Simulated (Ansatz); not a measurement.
# TaO2: a fit and a missing row

TaO2, P4_2/mnm, a = 4.968 Å, c = 2.846 Å. The structure is a Materials Project entry; whether it is the stable form wasn't checked. Ansatz: r2SCAN, PAW, 500 eV, Γ-centred 8×8×12 mesh on 6 atoms, Gaussian smearing 0.10 eV; no spin polarisation. Shape and atoms are relaxed at each volume; pressure is positive in compression.

| V (Å³/atom) | P (GPa) |
| --- | --- |
| 11.006 | 19.75 |
| 11.357 | 9.09 |
| 11.708 | 0.01 |
| 12.059 | -7.72 |
| 12.410 | ? |

Q: Take V0 = 11.708 Å³/atom, count pressures from its P0 = 0.01 GPa, fit the third-order Birch–Murnaghan form to the other rows, and predict the missing pressure.

A: With the Eulerian strain f = ½[(V0/V)^(2/3) − 1] and y = (P − P0)/[3f(1 + 2f)^(5/2)], the form is the line y = B0 + 1.5 B0 (B0′ − 4) f. Rows (f, y): 0.02104, 282.1; 0.01025, 280.7; -0.00975, 277.6. Means f = 0.007180, y = 280.13; Σ(Δf)² = 0.0004881, ΣΔfΔy = 0.07189; the slope is their ratio. y = 279.1 + 147.3 f GPa, so B0 = 279.1 GPa and B0′ = 4 + 2 × (147.3)/(3 × 279.1) = 4.35. At V = 12.410, f = -0.01904, y = 276.30 and P = -14.31 GPa. The run gave -14.29 GPa, so the fit is 0.02 GPa too low, a small miss on the scale of the series. The form still works here, 33 % of the fitted range beyond its end.

Spin–orbit coupling is left out, which can shift energies with elements as heavy as these.